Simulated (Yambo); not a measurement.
G0W0@PBEsol for SrCaI₄ (space group P2/m, No. 10) in Yambo. Reference settings: 2×2×1 Γ-centred k mesh, 373 bands and a 7 Ry block in the screening, 373 bands in G with the Bruneval-Gonze terminator, plasmon pole fitted at 27.2 eV. The PBEsol gap Γ → Γ on this mesh is 3.38 eV; G0W0 gaps are taken between the same points.

The settings were changed. The gap went from 5.40 eV to 5.38 eV, and the shift of the valence edge from -1.14 eV to -1.07 eV.

### Question
Name the change that produced these shifts.
A) 233 bands in G, no terminator
B) 1 Ry block
C) 1×2×1 mesh
D) pole fitted at 15 eV

### Answer
D, pole fitted at 15 eV. The others gave (gap, valence shift): 1×2×1 mesh: 5.23, -1.05 eV; 1 Ry block: 5.16, -0.60 eV; 233 bands in G, no terminator: 5.40, -0.96 eV.

Spin-orbit coupling is not included.

Geometry relaxed with PBE+D3(BJ); primitive cell a = 6.9086 Å, b = 4.5683 Å, c = 7.9471 Å, α = γ = 90.00°, β = 90.16°.

The structure is a Materials Project entry; no match was found in the copy of COD used, and its stability was not checked.

A shift is the quasiparticle energy of the state minus its PBEsol energy.
